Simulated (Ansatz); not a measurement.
## Calculated with Ansatz: Rb₂NbBr₂, settings compared

input.yaml:

```yaml
crystal:
  lattice:
    - [0.0, 0.0, 6.846282]
    - [7.656505, 0.0, 0.0]
    - [3.828253, 7.139441, -3.423141]
  atoms:
    - { symbol: Rb, position: [0.14753, 0.19177, 0.29506] }
    - { symbol: Rb, position: [0.85247, 0.80823, 0.70494] }
    - { symbol: Rb, position: [0.35247, 0.48683, 0.70494] }
    - { symbol: Rb, position: [0.64753, 0.51317, 0.29506] }
    - { symbol: Br, position: [0.89752, 0.29268, 0.79504] }
    - { symbol: Br, position: [0.10248, 0.70732, 0.20496] }
    - { symbol: Br, position: [0.60248, 0.08772, 0.20496] }
    - { symbol: Br, position: [0.39752, 0.91228, 0.79504] }
    - { symbol: Nb, position: [0.25, 0.0, 0.0] }
    - { symbol: Nb, position: [0.75, 0.0, 0.0] }
  symmetry: { tolerance: 0.0003 }
kpoints:
  mp_grid: { grid: [3, 3, 3], shift: [0, 0, 0] }
magnetization:
  spin_polarized: false
scf:
  occupations: { method: fermi_dirac, width: 0.0111 }
hamiltonian:
  pseudopotentials: { kind: paw }
  xc: pbe
basis:
  ecutwfc: 420
output:
  forces: true
  stress: true
  eigenvalues: true
  write_density: true
  write_potential: true
  elf: true
  volumetric_format: npy
```

Launch command:

```bash
ansatz run input.yaml --threads 1 --pin off --max-ram 2560MiB --backend cpu --events-out ev --progress --plain --runs-dir out
```

Origin of the cell: a known structure type with other elements, at an estimated volume, so it need not be a known compound.

Output of this run (shortened):

```
SCF iter   1: F=—  HF=-33309.028076 eV  Δρ=6.18e-3  dr2=5.16e-1
SCF iter   2: F=—  HF=-33308.976461 eV  Δρ=3.36e-3  dr2=8.47e-2  defer=22
SCF iter   3: F=—  HF=-33308.976629 eV  Δρ=1.99e-3  dr2=3.24e-2  defer=23
SCF iter   4: F=—  HF=-33308.971974 eV  Δρ=8.04e-4  dr2=3.26e-3  defer=23
SCF iter   5: F=—  HF=-33308.971807 eV  Δρ=2.56e-4  dr2=2.94e-4  defer=23
SCF iter   6: F=—  HF=-33308.971795 eV  Δρ=6.40e-5  dr2=2.38e-5  defer=23
SCF iter   7: F=—  HF=-33308.972023 eV  Δρ=1.54e-5  dr2=1.12e-6  defer=23
SCF iter   8: F=—  HF=-33308.972024 eV  Δρ=5.07e-6  dr2=1.50e-7  defer=23
SCF iter   9: F=-33308.972024 eV  HF=-33308.972024 eV  Δρ=1.44e-6  dr2=9.70e-9
SCF 1 converged in 9 iterations: F = -33308.972024 eV  dr2 = 9.70e-9
SCF converged after 9 iterations
Free energy (F): -33308.972024 eV
Harris-Foulkes:  -33308.972024 eV  (|F-HF|=2.17e-9)
Internal energy: -33308.970062 eV  (E = F + TS)
E sigma→0 (E₀):  -33308.971043 eV
Entropy (-TS):   -0.001962 eV (-0.196 meV/atom)
Fermi energy:    6.779697 eV
--- Per-component energies (eV) ---
  E_band       = -818.500669
  E_kinetic    = 2088.066242
  E_local      = -6660.927406  (includes V_loc(G=0)·N_el)
  E_nonlocal   = 1221.131982
  E_hartree    = 2162.275541
  E_xc         = -1925.069238
  E_vxc        = -1380.119719  (∫ρ·V_xc dr)
  E_paw        = -25607.971174  (= ΣΔE_a)
  E_vpaw       = -411.201418  (= ΣTr[D̂ρ^β])
  E_aug_tail   = 0.000010  (compensation charges beyond the density's cutoff)
  E_ewald      = -4586.476019
  E_smearing   = -0.001962  (= −TS)
  Σ components = -33308.972024   (vs F -33308.972024, Δ=0.00e0)
--- Forces (eV/Å), atoms counted from 1 ---
  atom   1  Rb     0.027723     0.018306     0.000000
  atom   2  Rb    -0.027723    -0.018306    -0.000000
  atom   3  Rb     0.027723    -0.018306    -0.000000
[… 2 lines left out …]
  atom   6  Br    -0.007450    -0.071429    -0.000000
  atom   7  Br     0.007450    -0.071429     0.000000
  atom   8  Br    -0.007450     0.071429     0.000000
  atom   9  Nb     0.000000    -0.000000    -0.000000
  atom  10  Nb     0.000000     0.000000     0.000000
  max |Σ_I F_I| component: 2.78e-17 eV/Å
--- Stress (GPa, compression-positive) ---
        1.098891      -0.000000      -0.000000
       -0.000000       0.375381      -0.000000
       -0.000000      -0.000000      -2.761216
  P = ⅓ Tr σ = -0.4290 GPa (-4.290 kbar)
```

The same input was run again with these changes:

1. `basis.ecutrho_ratio` default → 9
2. `scf.convergence.dr2_threshold` default → 0.0001
3. `hamiltonian.xc` pbe → pbesol; `scf.convergence.dr2_threshold` default → 1.0e-06
4. `scf.initial_density.chi_scale` default → 0.3

| run | end | SCF iterations | P (GPa) | max force component (eV/Å) | moment (μB) | ΔE(σ→0) (meV/atom) |
| --- | --- | --- | --- | --- | --- | --- |
| base | converged | 9 | -0.43 | 0.071 | – | 0 |
| 1 | converged | 9 | -0.43 | 0.071 | – | 0.00 |
| 2 | converged | 6 | -0.43 | 0.070 | – | 0.00 |
| 3 | converged | 7 | -1.94 | 0.282 | – | – |
| 4 | converged | 11 | -0.43 | 0.071 | – | 0.00 |

Energies are compared only where functional, datasets, charge and starting cell are the same.

Caveats of the base run: no moments, though an odd count or open d shells may carry them; the k mesh is coarse if the cell is a metal.

Run 2: the SCF threshold is loose for forces.
Run 3: the SCF threshold is loose for forces.

Time of the base run: 15 s on 1 thread of Intel(R) Xeon(R) Platinum 8375C CPU @ 2.90GHz (Ice Lake), with other jobs on the host, peak memory 0.64 GiB, from the program's own first density.
